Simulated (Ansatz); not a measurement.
# Response properties of InPd (Pm-3m)

The conventional cell has a = 3.249 Å, b = 3.249 Å, c = 3.249 Å, α = 90.00°, β = 90.00°, γ = 90.00°. In (atom 1) is surrounded by 8 Pd at 2.81 Å. Pd (atom 2) is surrounded by 8 In at 2.81 Å.

The structure is one entry of a database and needn't be the stable phase. Ansatz runs use the cell relaxed by PAW under their functional.

Question: What do its conduction electrons give? (PBEsol, all-electron LAPW in Ansatz 0.2.0, scalar-relativistic; a = 3.249 Å; k mesh 10×10×10, fine mesh 16×16×16, Fermi-Dirac smearing of 0.100 eV, basis error target 1 meV/atom)

Answer: Fermi-surface sums: N(E_F) = 0.34 states/eV/atom, ħω_p (r.m.s. of x, y, z) = 7.7 eV, Fermi speed = 1.05×10⁶ m/s.

Question: How stiff is it? (PBEsol, all-electron LAPW in Ansatz 0.2.0, scalar-relativistic; a = 3.247 Å; k mesh 14×14×14, strains of ±0.005, Fermi-Dirac smearing of 0.050 eV, basis error target 1 meV/atom)

Answer: Elastic moduli (Hill averages, relaxed ions; θ_D from sound speeds over directions): B = 137 GPa, G = 28.5 GPa, C11 = 148 GPa, C44 = 61.0 GPa, ν = 0.403, θ_D = 202 K.

Question: How does it vibrate? (PBEsol, all-electron LAPW in Ansatz 0.2.0, scalar-relativistic; a = 3.248 Å; k mesh 12×12×12, Fermi-Dirac smearing of 0.100 eV, basis error target 1 meV/atom; q mesh 2×2×2)

Answer: Harmonic phonons by finite displacements (negative means unstable): highest mode = 174 cm⁻¹, lowest at X = 83.5 cm⁻¹, lowest at M = 48.4 cm⁻¹, lowest at R = 95.0 cm⁻¹, highest at Γ = 144 cm⁻¹.

Limits of these numbers: these sums move with the mesh, by several per cent and more for small sheets (Fermi surface); responses of metals move with mesh and smearing (moduli, phonons); the softest shear constant rests on one k mesh, and a soft shear can herald a distortion on cooling (moduli).
